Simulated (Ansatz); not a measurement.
Relaxed candidate structures of SiS$_{2}$:

A. P6₃/mmc (No. 194), hP6; a = b = 3.2089 Å, c = 13.2780 Å, α = β = 90.00°, γ = 120.00°; S 4e (0.000, 0.000, 0.140); Si 2c (0.333, 0.667, 0.250)

B. R3m, hexagonal axes (No. 160), hR3; a = b = 3.2145 Å, c = 17.3669 Å, α = β = 90.00°, γ = 120.00°; S 3a (0.000, 0.000, 0.332); Si 3a (0.000, 0.000, 0.749); S 3a (0.000, 0.000, 0.499)

### Question
Order them by energy per atom (lowest first) at the level PBE-D3(BJ) (plane waves to 420 eV, PAW, scalar-relativistic; Ansatz, a first-principles code).

### Answer
B (reference), A (+0.04 eV/atom)

Each run could gain symmetry but not lose that of its start, so entries can be saddle points. All of these are generated cells (placed on structure types, drawn at random, substituted or restacked) that were not matched to a known phase here. The real structure of this composition may not be among these. Static energies at zero pressure. The runs use different k-meshes, so differences are rounded accordingly. No spin polarisation in the result.
